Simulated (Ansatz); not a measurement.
CdF$_{2}$ (fluorite, Fm-3m), plane-wave PAW LDA (Ansatz code): ε∞ = 2.94, cell volume 37.17 Å³. Infrared-active transverse modes:

| ω_TO (cm⁻¹) | oscillator strength S_xx (e²/amu) |
|---|---|
| 236.9 | 0.2129 |

Compute the static dielectric constant.

Each mode adds (4.921e7/V) S/ω²: 5.02. So ε0 = 7.96.

What LO frequency does the Lyddane–Sachs–Teller relation give?

ω_LO = ω_TO √(ε0/ε∞) = 390 cm⁻¹.

Symmetry was held in the LDA relaxation. Spin–orbit coupling is left out wherever it is not named.

Potentials: the earlier of the program's two PAW sets. The files were generated under PBE; for other functionals the program regenerates the frozen cores, and for LDA and PBEsol the local potential too.
